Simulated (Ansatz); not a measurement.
Consider the following.

ZrGeSe:
```cif
data_Ge2Se2Zr2
_chemical_formula_sum 'Zr2 Ge2 Se2'
_space_group_name_H-M_alt 'P 1'
_space_group_IT_number 1
_cell_length_a 3.65712
_cell_length_b 3.65712
_cell_length_c 8.18639
_cell_angle_alpha 90.000
_cell_angle_beta 90.000
_cell_angle_gamma 90.000
loop_
_space_group_symop_operation_xyz
  'x, y, z'
loop_
_atom_site_label
_atom_site_type_symbol
_atom_site_fract_x
_atom_site_fract_y
_atom_site_fract_z
_atom_site_occupancy
Zr1 Zr 0.00000 0.50000 0.73658 1
Zr2 Zr 0.50000 0.00000 0.26342 1
Ge1 Ge 0.00000 0.00000 0.00000 1
Ge2 Ge 0.50000 0.50000 0.00000 1
Se1 Se 0.50000 0.00000 0.61994 1
Se2 Se 0.00000 0.50000 0.38006 1
```

This is the LDA-relaxed structure.

All from plane-wave PAW LDA (Ansatz code), unless another level is named. Give the highest zone-centre frequency.

256 cm⁻¹.

And the bulk modulus (Birch–Murnaghan fit)?

123 GPa.

Space group P4/nmm. The first step of the workflow began from a Materials Project structure, measured or hypothetical; the Crystallography Open Database files this formula in space group No. 129, but the cells were not matched. Whether it is the stable phase at ambient conditions was not checked. The LDA relaxation kept the symmetry of its start; its stability against distortions is not shown here. No spin polarisation was allowed. As this level gives no gap, phonon frequencies hold no LO–TO term and depend on the k-mesh and smearing (Fermi–Dirac, 0.1 eV here).

Potentials: the later of the program's two PAW sets.
